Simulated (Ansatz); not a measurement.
Na₂Se₂O₇, one structure, two calculations

Cell: a Materials Project structure (computed, not necessarily an observed phase), its atoms then relaxed with PBE in this cell.

Space group P-1 (No. 2); a = 6.9403, b = 6.9488, c = 7.0458 Å, α = 82.50°, β = 65.27°, γ = 82.05°.

```csv
site,Wyckoff,site symmetry,x,y,z
Na1,2i,1,0.2668,0.6463,0.6043
Na3,2i,1,0.7442,0.9259,0.7638
Se5,2i,1,0.7550,0.8635,0.2784
Se7,2i,1,0.2020,0.5963,0.1342
O9,2i,1,0.6334,0.9731,0.1336
O11,2i,1,0.6320,0.6926,0.4535
O13,2i,1,0.8424,0.0120,0.3826
O15,2i,1,0.2602,0.7311,0.2721
O17,2i,1,0.0991,0.3963,0.2649
O19,2i,1,0.3654,0.5753,0.8905
O21,2i,1,0.9830,0.7449,0.0802
```

One atom of each set is listed.

First run. Computed with Ansatz: DFT, PBE, plane waves and PAW, scalar-relativistic, 420 eV cutoff, Γ-centred 4×3×3 k-points, Fermi–Dirac smearing 0.02 eV.

```csv
site,V_zz (10²¹ V/m²),η
Na1,-0.38,0.61
Na3,-0.82,0.73
Se5,11.87,0.05
Se7,15.15,0.19
O9,18.11,0.21
O11,17.85,0.17
O13,17.82,0.14
O15,18.21,0.14
O17,18.01,0.24
O19,18.58,0.18
O21,15.74,0.90
```

Second run. The same atoms and settings, except that the functional is r2SCAN and the cutoff is 500 eV.

Q: What does the second run give?

A: 

| site | V_zz | η | change of V_zz |
| --- | --- | --- | --- |
| Na1 | -0.40 | 0.58 | -0.02 |
| Na3 | -0.87 | 0.75 | -0.05 |
| Se5 | 13.29 | 0.07 | +1.42 |
| Se7 | 17.11 | 0.18 | +1.96 |
| O9 | 18.75 | 0.20 | +0.64 |
| O11 | 18.47 | 0.18 | +0.62 |
| O13 | 18.46 | 0.14 | +0.64 |
| O15 | 18.88 | 0.14 | +0.67 |
| O17 | 18.64 | 0.24 | +0.63 |
| O19 | 19.26 | 0.17 | +0.68 |
| O21 | 16.26 | 0.90 | +0.52 |

The largest change of V_zz is on Se7, from 15.15 to 17.11. In per cent, |V_zz| changes by +5 on Na, +12 to +13 on Se, +3 to +4 on O (all sites that start above 0.5).

For the second run: The largest force is 0.8 eV/Å, so the atoms aren't at the calculated equilibrium and relaxing them would move these values.
